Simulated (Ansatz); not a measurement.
Input:

Ca2H3Br:
```cif
data_H3BrCa2
_chemical_formula_sum 'Ca2 H3 Br1'
_space_group_name_H-M_alt 'P-3m1'
_space_group_IT_number 164
_space_group_name_Hall '-P 3 2"'
_cell_length_a 3.89325
_cell_length_b 3.89325
_cell_length_c 6.85493
_cell_angle_alpha 90.000
_cell_angle_beta 90.000
_cell_angle_gamma 120.000
loop_
_atom_site_label
_atom_site_type_symbol
_atom_site_symmetry_multiplicity
_atom_site_Wyckoff_symbol
_atom_site_fract_x
_atom_site_fract_y
_atom_site_fract_z
_atom_site_occupancy
Ca1 Ca 2 d 0.66667 0.33333 0.18502 1
H1 H 2 d 0.33333 0.66667 0.14883 1
H2 H 1 a 0.00000 0.00000 0.00000 1
Br1 Br 1 b 0.00000 0.00000 0.50000 1
```

This is the r²SCAN-relaxed structure.

Question: All from r²SCAN in the plane-wave PAW code Ansatz, unless another level is named. Give the hole effective mass with spin–orbit coupling.

Answer: 0.19, 0.19, 1.6 mₑ (principal values).

Question: What about the formation energy from the elements (no fitted shifts)?

Answer: -1.09 eV/atom.

Question: What about the weight of the valence-edge state by species (Voronoi cells)?

Answer: H 95 %, Ca 3 %, Br 2 %.

The first step of the workflow began from a Materials Project structure, measured or hypothetical; the Crystallography Open Database copy checked does not list it. Whether it is the stable phase at ambient conditions was not checked. The cell was relaxed with r²SCAN under the symmetry of its start; its stability against distortions is not shown here. The references are the lowest solids computed at this level, not always the standard phases (solids in place of the gases). Scalar-relativistic: spin–orbit coupling is off unless named, which matters more the heavier the elements.

Potentials: the later of the program's two PAW sets.

Edges and masses are those of Kohn–Sham bands, whose gap is no quasiparticle gap.
